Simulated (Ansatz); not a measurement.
Here is an unrelaxed guess for Mo₃P₅.

Space group Pm-3m (No. 221). a = 4.808 Å, b = 4.808 Å, c = 4.808 Å, α = 90.00°, β = 90.00°, γ = 90.00°
```
atom  site  symmetry       x       y       z
  Mo    3d    4/mm.m  0.5000  0.0000  0.0000
   P    3c    4/mm.m  0.0000  0.5000  0.5000
   P    1b      m-3m  0.5000  0.5000  0.5000
   P    1a      m-3m  0.0000  0.0000  0.0000
```

Method: DFT PBE, scalar-relativistic, plane waves, PAW (Ansatz 0.2.0). Plane waves to 420 eV, a k mesh through Γ of 4×4×4 on the computed 8-atom cell and Gaussian smearing (0.10 eV); no spin polarisation.

Energies over the elements count from the elements' standard structures at the same level, with no fitted energy shifts. The references include black phosphorus.

Question: Estimate its pressure, forces and energy as it stands.

Answer: The pressure is 17.3 GPa (it wants to expand), the largest force is 0.00 eV/Å (symmetry fixes the atoms), and the energy is +0.15 eV/atom against the elements. The shortest distance is 2.40 Å.

Question: How much does it gain on relaxing, and where does it end?

Answer: Relaxing gains under 0.1 eV/atom (the start's value is from the coarse mesh, so the gain is rough) in 7 ionic steps and ends at +0.08 eV/atom on the finer mesh. The symmetry stays Pm-3m (No. 221). The volume per atom grows by 9.1 %, from 13.9 to 15.2 Å³. The shortest distance goes from 2.40 Å (Mo–P and P–P) to 2.47 Å (Mo–P and P–P). Conventional cell: a = 4.950 Å. Mo is surrounded by 6 P at 2.47 Å; around P on a site of symmetry 4/mmm lie 2 P at 2.47 Å and 4 Mo at 2.47 Å; P on a site of symmetry m-3m has 6 P at 2.47 Å; 1 more site not described.

The last run used an 8×8×8 mesh for its 8-atom cell and Gaussian smearing of 0.10 eV. The reference form of P is held partly by dispersion forces, which this level lacks. The relaxation can't lower the symmetry of the start. Symmetry constrained the relaxation, so the result can be a saddle point.
